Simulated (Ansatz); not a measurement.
Data:

ZrIr:
```
CELL_PARAMETERS angstrom
      0.00000     2.68145     2.68145
      2.68145     0.00000     2.68145
      2.68145     2.68145     0.00000
ATOMIC_POSITIONS crystal
  Ir 0.00000 0.00000 0.00000
  Zr 0.50000 0.50000 0.50000
```

This is the PBEsol-relaxed structure.

Task: All from DFT-PBEsol in the program Ansatz with PAW potentials, unless another level is named. Give the density of states at the Fermi level.

Result: 0.47 states/eV per atom (mean over ±0.08 eV).

Task: And the formation energy from the elements (no fitted shifts)?

Result: -0.43 eV/atom.

Space group Fm-3m (rock salt). The start of the workflow was typed in or built on a structure type; neither database checked (COD, Materials Project) lists it. COD files the formula under space group No. 221. Its standing as an ambient phase is unchecked. Symmetry was held in the PBEsol relaxation; its stability against distortions is not shown here. The run is not spin-polarised. The references are the lowest solids computed at this level, not always the standard phases. Spin–orbit coupling is left out wherever it is not named.

Potentials: the later of the program's two PAW sets.
